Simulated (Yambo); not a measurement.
G0W0@LDA for KIO₃ (space group R3m, No. 160) in Yambo. Reference settings: 4×4×4 Γ-centred k mesh, 126 bands and a 7 Ry block in the screening, 126 bands in G with the Bruneval-Gonze terminator, plasmon pole fitted at 27.2 eV. The LDA gap Z → Z on this mesh is 2.45 eV; G0W0 gaps are taken between the same points.

```csv
change from the reference,G0W0 gap Z → Z (eV),shift of the valence edge (eV)
reference settings,4.07,-0.75
"48 bands in G, no terminator",4.05,-0.09
81 bands in G,4.08,-0.74
60 bands in W,4.15,-0.64
1 Ry block,4.29,-0.72
3 Ry block,(withheld),-0.59
no terminator,4.04,-0.56
```

Task: Estimate the withheld gaps from the other rows; the computed values follow.

Result: 
- 3 Ry block, G0W0 gap Z → Z (eV): 4.00

The reference isn't shown to be the converged limit.

Spin-orbit coupling is not included.

Geometry of the Materials Project entry, not relaxed at this level; primitive cell a = b = c = 4.438 Å, α = β = γ = 88.67°.

A shift is the quasiparticle energy of the state minus its LDA energy.
